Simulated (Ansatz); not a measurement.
**Question.** Volume from LDA minus that from HSE06 (% of the latter), each on its own relaxed cell (Ansatz, a quantum-chemistry and plane-wave program, plane waves, PAW; no spin–orbit coupling, no Hubbard U), over 36 phases of the class «crystals with elements from indium on»: what sign and size do you expect?

**Answer.** Mean -7.1 %, median -6.4 %, mean absolute 7.1 %; eight in ten lie between -12.5 and -3.2 %, and 0 % are above zero.

Some cases that may be named, with their rank among the 36 from the lowest: TlBr, rock salt -14.2 % (rank 3); KI, rock salt -13.1 % (rank 4); SnS, zinc blende -6.5 % (rank 18); BaS, rock salt -6.3 % (rank 19); TaN, P-6m2 (Ta on 1b, N on 1e) -2.2 % (rank 35); Sb2Pt, Pa-3 (Pt on 4a, Sb on 8c) -2.0 % (rank 36).

The phases are those computed here (of each formula those with measured values and the lowest at some level), not a balanced benchmark, and neither functional is the truth. Pairs that end in unlike spin orders or unlike minima (c/a over 6 % apart, 30 % for weakly bound crystals), magnets with 4f shells, solids of gases and phases set aside for tests are left out.

Built on a structure type that need not be the filed one of that space group: TlBr, rock salt; SnS, zinc blende; TaN, P-6m2 (Ta on 1a, N on 1f). Not the usual ambient phase: SnS, zinc blende; TaN, P-6m2 (Ta on 1b, N on 1e); TaN, P-6m2 (Ta on 1a, N on 1f). Standing as an ambient phase not checked: TlBr, rock salt. Unstable at this level: SnS, zinc blende with LDA. All cells were relaxed under the symmetry of their starts (and spin orders); stability against distortions was not tested throughout. Named crystals with no word on spin ran without spin polarisation. Spin–orbit coupling is left out wherever it is not named.

Potentials: the later of the program's two PAW sets.

Ansatz is a plane-wave DFT program.
